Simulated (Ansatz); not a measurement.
# YGe2: from a trial structure to a relaxed crystal

Level of theory: DFT r2SCAN, scalar-relativistic, plane waves, PAW in Ansatz. Cutoff 500 eV, Γ-centred k mesh, Gaussian smearing, no spin polarisation in the final step.

YGe2 was placed on the cubic Laves (C15) structure type (Fd-3m, No. 227), with Y in place of Mg, Ge in place of Cu, at a guessed volume.

```
CELL_PARAMETERS angstrom
0.00000 4.05751 4.05751
4.05751 0.00000 4.05751
4.05751 4.05751 0.00000
ATOMIC_POSITIONS crystal
Y 0.00000 0.00000 0.00000
Y 0.25000 0.25000 0.25000
Ge 0.62500 0.62500 0.62500
Ge 0.12500 0.62500 0.62500
Ge 0.62500 0.62500 0.12500
Ge 0.62500 0.12500 0.62500
```

Cell and atoms relax at zero pressure; the relaxation can't lower the symmetry of the start. After a coarse first stage the cell is made exact in the group found at 0.06 Å.

Problem. Which crystal results?

Solution. It keeps Fd-3m (No. 227). The result has the cubic Laves (C15) structure. Conventional cell: a = 7.923 Å. Around Y lie 12 Ge at 3.28 Å and 4 Y at 3.43 Å; Ge is coordinated by 6 Ge at 2.80 Å and 6 Y at 3.28 Å.

```cif
data_structure
_symmetry_space_group_name_H-M 'Fd-3m:1'
_symmetry_Int_Tables_number 227
_cell_length_a 7.9229
_cell_length_b 7.9229
_cell_length_c 7.9229
_cell_angle_alpha 90.000
_cell_angle_beta 90.000
_cell_angle_gamma 90.000
_cell_volume 497.34
loop_
_atom_site_label
_atom_site_type_symbol
_atom_site_symmetry_multiplicity
_atom_site_Wyckoff_symbol
_atom_site_fract_x
_atom_site_fract_y
_atom_site_fract_z
_atom_site_occupancy
Y1 Y 8 b 0.00000 0.00000 0.50000 1
Ge1 Ge 16 c 0.12500 0.12500 0.12500 1
```

Problem. What are its volume, density and gap?

Solution. The volume per atom is 20.72 Å³, the density is 6.25 g/cm³ and the gap on the 8×8×8 mesh is 0 eV (a metal).

The final run used a 8×8×8 mesh on its 6-atom cell and 0.10 eV smearing. Symmetry constrained the relaxation, so the result can be a saddle point.

Cost: 3 runs of about 2.1 core-minutes in all, on Arm Neoverse V1 (shared hosts).